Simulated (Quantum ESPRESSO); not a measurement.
## Ag3AlRuSc3 in 6 site orders

All numbers below are calculated, not measured. They come from Quantum ESPRESSO 7.5, a public plane-wave density functional program. Each row is one single-point run on a made-up periodic cell of eight metal atoms, with elements, volume, strain and displacements drawn at random and not relaxed, so a cell may be unstable or far from any real phase. There is no spin polarisation or spin-orbit coupling.

Settings: PBE unless stated; PseudoDojo standard norm-conserving files; Fermi-Dirac width 0.25 eV, which means electrons at about 2900 K; cutoff 1143 eV; 6 x 5 x 3 k mesh shifted half a step off Gamma. E is the free energy of the whole cell (internal energy minus TS), so a -TS column is already part of it. Stress is positive in tension, and the pressure P is minus a third of its trace.

Checks: one run of this series was repeated at a higher cutoff and on a denser mesh, which moved values by no more than 0.004 eV, 0.07 GPa and 0.005 eV/Å, and a second program with other atomic files agreed on it to 2 % rms in force and 0.5 GPa in pressure. Known limits: a spin test at this wide smearing found no moment, but such smearing suppresses magnetism that the real alloy may have.

The lattice is face-centred cubic, and the cell vectors in Å are (-4.156, -0.014, -0.052); (-2.118, -4.118, -2.049); (-2.013, -4.264, 6.335), a volume of 144.45 Å³. The runs put one composition on the same eight displaced sites in different orders. E is counted from run 1, and the rms force is over all 24 components. Nothing is relaxed, so E mixes bonding between neighbours with strain on unrelaxed sites, and it is not an ordering energy.

```
run,elements on sites 1 to 8,E (eV),-TS (eV),rms force (eV/Å),largest force (eV/Å),P (GPa)
1,Al Ag Sc Ag Sc Ag Ru Sc,0.000,-1.495,0.780,2.56,3.79
2,Ag Sc Sc Ag Al Ag Ru Sc,-0.938,-1.399,0.592,1.85,3.04
3,Ag Ag Sc Sc Ru Ag Al Sc,-1.641,-1.219,0.360,0.93,2.55
4,Al Ag Sc Ag Ag Sc Sc Ru,-0.283,-1.401,0.673,1.95,3.22
5,Al Sc Ag Sc Ag Sc Ru Ag,-1.380,-1.171,0.382,1.28,?
6,Ag Ag Al Ag Sc Sc Sc Ru,-1.002,-1.403,0.489,1.40,2.56
```

## Worked fit

A straight line through the runs shown gives P = 3.59 + 0.72 E GPa with E in eV, an error of 0.20 on the slope and a scatter of 0.26 GPa. At this fixed volume the orders of higher energy tend to have the higher pressure.

## Withheld value

Question: what pressure should run 5 give?

The fit gives 2.60 ± 0.31 GPa. The calculation gave 2.23 GPa.
